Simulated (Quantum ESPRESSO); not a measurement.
Field gradients of ZrS₂ from PBE PAW (JTH datasets; density from pw.x of a modified build of Quantum ESPRESSO, gradients reconstructed from it by a script), 20 Ha, k-mesh 7×7×4 through Γ:

```
ZrS2
1.0
    3.69138     0.00000     0.00000
   -1.84569     3.19683     0.00000
    0.00000     0.00000     6.04108
Zr S
1 2
Direct
  0.00000   0.00000   0.00000
  0.66667   0.33333   0.76209
  0.33333   0.66667   0.23791
```
Geometry: a computed entry of the Materials Project; it was not checked against measured cells. It is ZrS2 in P-3m1; whether this form has been observed was not checked. Stability against distortions was not tested. The layers lie 3.2 Å apart; this gap hangs on dispersion, and neither it nor the stacking was checked against the measured crystal. The run has no spin polarisation.

Vzz is the sum of three terms, each taken along its main axis: the smooth valence density, the ions (nucleus and frozen core) with the augmentation charges of all other spheres, and the all-electron minus smooth density in the atom's own sphere. The split hangs on the datasets.  Cores are frozen. Zr had no test against all-electron runs.

```json
[
 {"site": "Zr (atom 1)", "smooth valence density": "0.203", "ions and other spheres": "-0.206", "own sphere": "[?]", "Vzz (a.u.)": "[?]"}
]
```

Question: What belongs in the gaps?

Answer: 
- Zr (atom 1), own sphere: -0.050
- Zr (atom 1), Vzz (a.u.): -0.053
